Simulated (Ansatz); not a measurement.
Relaxed-ion elastic tensor of Cd$_{2}$TeSe in space group R3m (No. 160; Cd on 3a, Cd on 3a, Te on 3a, Se on 3a) in GPa (Voigt order), PBEsol in the plane-wave PAW code Ansatz; density 5.76 g/cm³, 31.07 Å³ per atom.

```
69.3  35.3  32.0  -5.8   0.0   0.0
35.3  69.3  32.0   5.8   0.0   0.0
32.0  32.0  73.9   0.0   0.0   0.0
-5.8   5.8   0.0  12.5   0.0   0.0
 0.0   0.0   0.0   0.0  12.5  -5.8
 0.0   0.0   0.0   0.0  -5.8  17.0
```

Task: Is the crystal mechanically stable?

Result: Yes: the smallest eigenvalue of C is 8.5 GPa.

Task: Work out the Voigt, Reuss and Hill averages.

Result: K_V = 45.7, K_R = 45.7, K_H = 45.7; G_V = 15.9, G_R = 13.2, G_H = 14.6 GPa.

Task: Give Young's modulus, Poisson's ratio, Pugh's ratio and the universal anisotropy index.

Result: E = 9KG/(3K + G) = 39.5 GPa; ν = 0.36; K/G = 3.14 (ductile by the Pugh limit of 1.75); A_U = 5G_V/G_R + K_V/K_R − 6 = 1.04.

Task: Estimate the sound speeds and the Debye temperature.

Result: v_l = √((K + 4G/3)/ρ) = 3360 m/s, v_t = √(G/ρ) = 1590 m/s, mean 1790 m/s; Θ = (h/k)(3n/4πV)^(1/3) v_m = 169 K.

Task: Solve the Christoffel equation for the three sound speeds along x, y, z.

Result: Eigenvalues of C_ijkl n_j n_l equal ρv². In km/s, slowest first: x 1.21, 1.91, 3.47; y 1.44, 1.72, 3.48; z 1.47, 1.47, 3.58.

Task: How much does each axis shrink under pressure?

Result: Linear compressibilities β_i = Σ_j S_ij (j = 1 to 3): x 7.4, y 7.4, z 7.1 per TPa.

The first step of the workflow began from a Materials Project structure, measured or hypothetical; the Crystallography Open Database copy checked does not list it. Whether it is the stable phase at ambient conditions was not checked. The cell was relaxed with PBEsol under the symmetry of its start; of distortions, only those at the zone centre were tested. Spin–orbit coupling is left out wherever it is not named.

Potentials: the later of the program's two PAW sets.
